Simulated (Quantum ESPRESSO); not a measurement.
# Computed records: Al2ZnGeN4 (made-up cell)

Calculation on a made-up crystal cell, not a measurement, run twice, once with a planted mistake found by running each candidate: periodic Kohn-Sham density functional theory in plane waves with PseudoDojo standard norm-conserving scalar-relativistic pseudopotentials, each functional with its own files (v0.5 for PBE, v0.4.1 for LDA and PBEsol), no spin polarisation, no spin-orbit coupling, atoms not relaxed, stress positive in tension, energies less a fixed whole-eV offset for each atom's element; levels are Kohn-Sham levels at fractions of this cell's reciprocal vectors, counted from the reference band (half the neutral cell's valence electrons, rounded up) at Gamma; error bars cover cutoff and k-mesh only, not smearing or the files; a charged cell sits in a uniform background, with energy and stress on this program's zero of potential; each bar is the largest change over components, and at least 0.002 eV, 0.002 eV per angstrom or 0.02 GPa; energies are for the whole cell, and the offsets were chosen from early runs and are not element reference energies; a distance is the largest change of any value in units of its error bar, a scale change is of lengths, and a coarse mesh keeps the half-step shift. Program: Quantum ESPRESSO 7.5.

Common to all runs: lattice type wurtzite; intended functional pbe; intended cutoff 1143 eV; intended fermi dirac smearing 0.025 eV; intended scf tolerance 1e-07 eV; intended electrons removed 0; healthy free energy less offsets -1.055 eV; healthy smearing term minus ts 0 eV; healthy scf iterations 13; healthy pressure 14 GPa; healthy stress xx -8.61 GPa; healthy stress yy -8.23 GPa; healthy stress zz -25.17 GPa; healthy stress yz -2.61 GPa; healthy stress xz -3.48 GPa; healthy stress xy -1.17 GPa; faulty smearing term minus ts 0 eV; candidate k points along each vector 1; candidate cutoff 641 eV; candidate smearing 0.37 eV; candidate functional pbesol; candidate scf tolerance 0.05 eV; candidate electrons removed 1; candidate scale change 1.23 percent; candidate first exchanged site 3; candidate second exchanged site 8; intended k mesh 6 x 4 x 4, shifted by half a step; structure shown as intended, without the mistake.

(1) Al2ZnGeN4 (made-up cell)

Intended structure:
```
cell vectors (Å)
   3.1632     0.0349    -0.0013
   0.0604     5.4339     0.0373
  -0.0021     0.0352     4.9819
atoms (fractions of the cell vectors)
Al  0.00879 -0.00311  0.01464
Al  0.50343  0.48603 -0.00252
Ge  0.47805  0.17381  0.50367
Zn -0.05340  0.67444  0.48071
N  -0.05313  0.00494  0.35331
N   0.53567  0.50878  0.35674
N   0.50866  0.15684  0.89520
N   0.00059  0.66569  0.89108
```

```
faulty free energy less offsets : -3.51 eV
faulty scf iterations           : 12
faulty pressure                 : 10.03 GPa
faulty stress xx                : -0.9 GPa
faulty stress yy                : -11.92 GPa
faulty stress zz                : -17.29 GPa
faulty stress yz                : 4.55 GPa
faulty stress xz                : -3.86 GPa
faulty stress xy                : -1.13 GPa
fault kind                      : ?
```

Atoms:
| atoms element | atom site | atom energy offset (eV) |
| --- | --- | --- |
| Al | 1 | -64 |
| Al | 2 | -64 |
| Ge | 3 | -2430 |
| Zn | 4 | -5687 |
| N | 5 | -283 |
| N | 6 | -283 |
| N | 7 | -283 |
| N | 8 | -283 |

Healthy forces:
| site | x (eV/Å) | y (eV/Å) | z (eV/Å) |
| --- | --- | --- | --- |
| 1 | 0.286 | -2.035 | -4.377 |
| 2 | 0.002 | 2.63 | -1.219 |
| 3 | -0.319 | 1.598 | -0.556 |
| 4 | 3.844 | 0.525 | 2.734 |
| 5 | 1.158 | 2.409 | 4.534 |
| 6 | -4.393 | -4.908 | 0.5 |
| 7 | -0.695 | -0.054 | -1.83 |
| 8 | 0.117 | -0.165 | 0.213 |

Faulty forces:
| site | x (eV/Å) | y (eV/Å) | z (eV/Å) |
| --- | --- | --- | --- |
| 1 | -0.022 | -2.969 | -4.383 |
| 2 | 0.009 | 1.846 | -1.135 |
| 3 | 0.531 | 0.981 | -0.058 |
| 4 | 3.679 | -1.069 | 2.701 |
| 5 | -0.165 | 2.764 | 4.957 |
| 6 | -3.795 | -5.565 | 0.942 |
| 7 | -0.375 | 2.063 | -3.222 |
| 8 | 0.138 | 1.95 | 0.198 |

Candidate mistake: coarse kmesh, low cutoff, wide smearing, wrong functional, loose scf, wrong charge, cell scaled, atoms exchanged

(2) Al2ZnGeN4 (made-up cell)

Structure as in entry 1.

```
faulty free energy less offsets : 24.717 eV
faulty scf iterations           : 13
faulty pressure                 : -258.68 GPa
faulty stress xx                : 264.06 GPa
faulty stress yy                : 264.41 GPa
faulty stress zz                : 247.59 GPa
faulty stress yz                : -2.79 GPa
faulty stress xz                : -3.53 GPa
faulty stress xy                : -1.47 GPa
fault kind                      : ?
```

Atoms:
| atoms element | atom site | atom energy offset (eV) |
| --- | --- | --- |
| Al | 1 | -64 |
| Al | 2 | -64 |
| Ge | 3 | -2430 |
| Zn | 4 | -5687 |
| N | 5 | -283 |
| N | 6 | -283 |
| N | 7 | -283 |
| N | 8 | -283 |

Healthy forces:
| site | x (eV/Å) | y (eV/Å) | z (eV/Å) |
| --- | --- | --- | --- |
| 1 | 0.286 | -2.035 | -4.377 |
| 2 | 0.002 | 2.63 | -1.219 |
| 3 | -0.319 | 1.598 | -0.556 |
| 4 | 3.844 | 0.525 | 2.734 |
| 5 | 1.158 | 2.409 | 4.534 |
| 6 | -4.393 | -4.908 | 0.5 |
| 7 | -0.695 | -0.054 | -1.83 |
| 8 | 0.117 | -0.165 | 0.213 |

Faulty forces:
| site | x (eV/Å) | y (eV/Å) | z (eV/Å) |
| --- | --- | --- | --- |
| 1 | 0.29 | -2.031 | -4.435 |
| 2 | -0.001 | 2.632 | -1.246 |
| 3 | -0.335 | 1.647 | -0.483 |
| 4 | 3.818 | 0.714 | 2.669 |
| 5 | 1.176 | 2.227 | 4.614 |
| 6 | -4.364 | -4.981 | 0.472 |
| 7 | -0.695 | -0.033 | -1.862 |
| 8 | 0.111 | -0.177 | 0.272 |

Candidate mistake: coarse kmesh, low cutoff, wide smearing, wrong functional, loose scf, wrong charge, cell scaled, atoms exchanged

(3) Al2ZnGeN4 (made-up cell)

Structure as in entry 1.

```
faulty free energy less offsets : -1.047 eV
faulty scf iterations           : 6
faulty pressure                 : 16.06 GPa
faulty stress xx                : -10.72 GPa
faulty stress yy                : -10.05 GPa
faulty stress zz                : -27.4 GPa
faulty stress yz                : -2.71 GPa
faulty stress xz                : -3.61 GPa
faulty stress xy                : -1.34 GPa
fault kind                      : ?
```

Atoms:
| atoms element | atom site | atom energy offset (eV) |
| --- | --- | --- |
| Al | 1 | -64 |
| Al | 2 | -64 |
| Ge | 3 | -2430 |
| Zn | 4 | -5687 |
| N | 5 | -283 |
| N | 6 | -283 |
| N | 7 | -283 |
| N | 8 | -283 |

Healthy forces:
| site | x (eV/Å) | y (eV/Å) | z (eV/Å) |
| --- | --- | --- | --- |
| 1 | 0.286 | -2.035 | -4.377 |
| 2 | 0.002 | 2.63 | -1.219 |
| 3 | -0.319 | 1.598 | -0.556 |
| 4 | 3.844 | 0.525 | 2.734 |
| 5 | 1.158 | 2.409 | 4.534 |
| 6 | -4.393 | -4.908 | 0.5 |
| 7 | -0.695 | -0.054 | -1.83 |
| 8 | 0.117 | -0.165 | 0.213 |

Faulty forces:
| site | x (eV/Å) | y (eV/Å) | z (eV/Å) |
| --- | --- | --- | --- |
| 1 | 0.292 | -2.055 | -4.364 |
| 2 | 0.009 | 2.661 | -1.282 |
| 3 | -0.321 | 1.871 | -0.466 |
| 4 | 3.813 | 0.263 | 2.71 |
| 5 | 1.164 | 2.439 | 4.579 |
| 6 | -4.398 | -5.001 | 0.566 |
| 7 | -0.686 | -0.043 | -1.903 |
| 8 | 0.127 | -0.135 | 0.161 |

Candidate mistake: coarse kmesh, low cutoff, wide smearing, wrong functional, loose scf, wrong charge, cell scaled, atoms exchanged

Questions
1. Al2ZnGeN4 (made-up cell) (entry 1): fault kind?
2. What fault kind does the calculation give for Al2ZnGeN4 (made-up cell) (entry 2)?
3. Give the missing fault kind for Al2ZnGeN4 (made-up cell) (entry 3).

## Answers
1. coarse kmesh
2. low cutoff
3. loose scf

Further results for Al2ZnGeN4 (made-up cell) (entry 1):

```
other mistakes run                  : 7
distance from healthy               : 1228 error bars
distance from nearest other mistake : 1127 error bars
healthy error bar energy            : 0.002 eV
healthy error bar stress            : 0.03622 GPa
healthy error bar force             : 0.002 eV/Å
```

Further results for Al2ZnGeN4 (made-up cell) (entry 2):

```
other mistakes run                  : 7
distance from healthy               : 12886 error bars
distance from nearest other mistake : 8029 error bars
healthy error bar energy            : 0.002 eV
healthy error bar stress            : 0.03622 GPa
healthy error bar force             : 0.002 eV/Å
```

Further results for Al2ZnGeN4 (made-up cell) (entry 3):

```
other mistakes run                  : 7
distance from healthy               : 136.8 error bars
distance from nearest other mistake : 202.3 error bars
healthy error bar energy            : 0.002 eV
healthy error bar stress            : 0.03622 GPa
healthy error bar force             : 0.002 eV/Å
```
